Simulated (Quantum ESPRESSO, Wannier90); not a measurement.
CsI (CsCl type): Wannier90 run

```xyz
2
Lattice="4.6652 0.0000 0.0000 0.0000 4.6652 0.0000 0.0000 0.0000 4.6652" Properties=species:S:1:pos:R:3 pbc="T T T"
Cs     0.0000     0.0000     0.0000
I      2.3326     2.3326     2.3326
```

Cell from Materials Project (mp-1056920), symmetrised, no further relaxation. COD (Crystallography Open Database) has an entry of this formula and space group (matched by these alone). Computed values, not measurements, from PBEsol: Quantum ESPRESSO (norm-conserving PseudoDojo potentials, cutoff 56 Ry, no spin polarisation, no spin-orbit coupling) on a Γ-centred 6×6×6 mesh, then Wannier90. Density: 8×8×8 mesh, cold smearing 0.01 Ry. Spin-orbit coupling is left out although heavy elements are present.

Functional, cutoff and mesh named above are those of the base row (6×6×6); the first column says what each row takes instead. Model: 4 functions from bands 2,6-8, start SCDM (isolated) (the valence bands). Energies are relative to the valence-band maximum; the misfit is to pw.x on a path, for all bands of the set. Only the mesh of Bloch states changes. Ω_total can sit in another minimum from row to row; Ω_I of an isolated set cannot. A star marks runs that hit the step limit.

Q: Among the meshes 2×2×2, 3×3×3, 4×4×4, 5×5×5, 6×6×6, 7×7×7, which is the coarsest that interpolates to 20 meV rms?

A: 4×4×4.

```tsv
mesh	Ω_I (Å²)	Ω_total (Å²)	rms misfit (meV)	k-points (cost)	rough cost of nscf and overlaps (first row = 1)
2×2×2	5.46	6.56	58	8	1.0
3×3×3	6.44	7.60	32	27	2.0
4×4×4	6.84	8.02*	4.9	64	4
5×5×5	7.04	8.23*	4.1	125	8
6×6×6	7.15	8.35	1.1	216	14
7×7×7	7.22	8.41	0.7	343	21
```

Ω_I still rises with the mesh: the finite-difference spreads converge slowly and from below.
